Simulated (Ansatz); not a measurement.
Relaxed-ion elastic tensor of MgCO₃ in space group R-3c (No. 167; Mg on 6b, C on 6a, O on 18e) in GPa (Voigt order), plane-wave PAW PBEsol (Ansatz code); density 3.01 g/cm³, 9.31 Å³ per atom.

```tsv
	1	2	3	4	5	6
1	252	74.8	59.0	19.7	0.0	0.0
2	74.8	252	59.0	-19.7	0.0	0.0
3	59.0	59.0	147	0.0	0.0	0.0
4	19.7	-19.7	0.0	54.5	0.0	0.0
5	0.0	0.0	0.0	0.0	54.5	19.7
6	0.0	0.0	0.0	0.0	19.7	88.8
```

**Question.** Is the crystal mechanically stable?

**Answer.** Yes: the smallest eigenvalue of C is 45.5 GPa.

**Question.** Work out the Voigt, Reuss and Hill averages.

**Answer.** K_V = 115, K_R = 107, K_H = 111; G_V = 70.1, G_R = 61.6, G_H = 65.8 GPa.

**Question.** Give Young's modulus, Poisson's ratio, Pugh's ratio and the universal anisotropy index.

**Answer.** E = 9KG/(3K + G) = 165 GPa; ν = 0.25; K/G = 1.69 (near the Pugh limit of 1.75, no verdict); A_U = 5G_V/G_R + K_V/K_R − 6 = 0.78.

**Question.** Estimate the sound speeds and the Debye temperature.

**Answer.** v_l = √((K + 4G/3)/ρ) = 8130 m/s, v_t = √(G/ρ) = 4680 m/s, mean 5200 m/s; Θ = (h/k)(3n/4πV)^(1/3) v_m = 735 K.

**Question.** Solve the Christoffel equation for the three sound speeds along x, y, z.

**Answer.** Eigenvalues of C_ijkl n_j n_l equal ρv². In km/s, slowest first: x 3.89, 5.70, 9.16; y 4.18, 5.43, 9.20; z 4.26, 4.26, 6.99.

**Question.** How much does each axis shrink under pressure?

**Answer.** Linear compressibilities β_i = Σ_j S_ij (j = 1 to 3): x 2.1, y 2.1, z 5.1 per TPa.

The first step of the workflow began from a Materials Project structure, measured or hypothetical; the Crystallography Open Database files this formula in space group No. 167, but the cells were not matched. Its standing as an ambient phase is unchecked. The cell was relaxed with PBEsol under the symmetry of its start; its stability against distortions is not shown here.

Potentials: the later of the program's two PAW sets.
